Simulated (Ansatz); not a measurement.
CuAu: stiffness from a series of strains

```yaml
crystal:
  lattice:
    - [2.80000, 0.00000, 0.00000]
    - [0.00000, 2.80000, 0.00000]
    - [0.00000, 0.00000, 3.67000]
  atoms:
    - { symbol: Cu, position: [0.50000, 0.50000, 0.50000] }
    - { symbol: Au, position: [0.00000, 0.00000, 0.00000] }
```

Atoms are numbered in the order listed.

The conventional cell has a = 2.800 Å, b = 2.800 Å, c = 3.670 Å, α = 90.00°, β = 90.00°, γ = 90.00°. Cu (atom 1) is surrounded by 8 Au at 2.70 Å and 4 Cu at 2.80 Å. Au (atom 2) is surrounded by 8 Cu at 2.70 Å and 4 Au at 2.80 Å.

The cell is COD entry 9004223, as deposited and not checked against the literature; nothing was relaxed.

Spin–orbit coupling is left out, though it moves levels of the heavy atoms by tenths of an eV or more.

Computed with DFT, PBEsol, all-electron LAPW, scalar-relativistic (Ansatz 0.2.0).

Settings: a Γ-centred 13×13×10 k mesh, Fermi–Dirac smearing of 0.05 eV, basis error target 0.25 meV/atom, no spin polarisation.

The strain is applied along the Cartesian axes of the cell as listed (the other components stay zero). Fractional coordinates are held (clamped ions).

σ is the change of stress from the unstrained cell, which is at -2.02 GPa; tension is positive, so slopes are stress–strain coefficients at that pressure. In a metal the k mesh adds noise.

Only quantities that a quadratic follows smoothly over the whole series are listed; rougher ones are left out.

| εzz | σzz (GPa) | σxx (GPa) |
| --- | --- | --- |
| -0.0200 | -3.73 | -3.09 |
| 0.0000 | 0.00 | 0.00 |
| 0.0100 | 1.83 | 1.34 |
| 0.0200 | 3.50 | 2.61 |

Task: Fit the series and read off the stiffness at zero strain.

Result: Least-squares fits y = p0 + p1 x + p2 x² to the rows give σzz (GPa): p1 = 181, p2 = -330; σxx (GPa): p1 = 142, p2 = -580. So C33 = 181 GPa and C13 = 142 GPa, for these axes.

Task: One run, at εzz = -0.0100, is withheld. Predict its row.

Result: The fits give -1.82, -1.49; the run gave -1.89, -1.45.
